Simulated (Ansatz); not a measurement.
B6P:
Space group R-3m, hexagonal axes (No. 166); a = 5.969 Å, b = 5.969 Å, c = 11.789 Å, α = 90.00°, β = 90.00°, γ = 120.00°

```
atom  site  symmetry       x       y       z
----  ----  --------  ------  ------  ------
B      18h        .m  0.1554  0.3109  0.0284
B      18h        .m  0.2087  0.1043  0.1176
P       6c        3m  0.0000  0.0000  0.4050
```
(The calculation used a cell of 14 atoms; values per cell refer to that cell.)

Relaxed with PBEsol. The program Ansatz at the PBEsol level (PAW) gives a gap of 2.39 eV.

**Question.** What gap does HSE06 give on the same cell (Ansatz, PAW)?

**Answer.** 3.25 eV, 0.86 eV more. The hybrid was solved on a coarser mesh and at special points; the gap given is the minimum over both.

| k | v1 PBEsol | c1 PBEsol | v1 HSE06 | c1 HSE06 |
|---|---|---|---|---|
| Γ | -0.02 | 4.32 | (withheld) | (withheld) |
| T | -0.08 | 2.97 | (withheld) | (withheld) |
| L | -0.03 | 2.39 | -0.22 | 3.25 |
| F | -0.37 | 3.22 | (withheld) | (withheld) |
| S0 | -0.35 | 3.24 | -0.53 | 4.13 |
| H0 | -0.79 | 3.53 | (withheld) | (withheld) |

**Question.** Top valence (v1) and lowest conduction level (c1) in eV from each method's valence maximum (which need not be a listed point): supply the withheld HSE06 values.

**Answer.** 
- T, v1 HSE06: 0.00
- T, c1 HSE06: 3.92
- Γ, v1 HSE06: -0.21
- Γ, c1 HSE06: 5.26
- H0, v1 HSE06: -0.78
- H0, c1 HSE06: 4.44
- F, v1 HSE06: -0.55
- F, c1 HSE06: 4.09

Cost on shared cores: the PBEsol run (SCF on a 6×6×6 mesh, then bands and DOS) about 40 core-seconds (a rough figure), the HSE06 run (SCF on 4×4×4, then a few points) roughly 2.9 core-minutes; the tasks are unlike.

The first step of the workflow began from a Materials Project structure, measured or hypothetical; the Crystallography Open Database copy checked does not list it. Its standing as an ambient phase is unchecked. The PBEsol relaxation kept the symmetry of its start; its stability against distortions is not shown here.

Potentials: the earlier of the program's two PAW sets. The files were generated under PBE; for other functionals the program regenerates the frozen cores, and for LDA and PBEsol the local potential too.
